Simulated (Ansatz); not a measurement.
Input:

Pt:
```
CELL_PARAMETERS angstrom
      0.00000     1.96997     1.96997
      1.96997     0.00000     1.96997
      1.96997     1.96997     0.00000
ATOMIC_POSITIONS crystal
  Pt 0.00000 0.00000 0.00000
```

This is the r²SCAN-relaxed structure.

### Question
All from r²SCAN (plane waves, PAW; program Ansatz), unless another level is named. Estimate the density of states at the Fermi level.

### Answer
2.0 states/eV per atom (mean over ±0.08 eV).

### Question
Next, the gap with spin–orbit coupling?

### Answer
none (metallic).

Space group Fm-3m (fcc (Cu type)). The cell was relaxed with r²SCAN under the symmetry of its start. No spin polarisation was allowed. Spin–orbit coupling is left out wherever it is not named.

Potentials: the earlier of the program's two PAW sets.
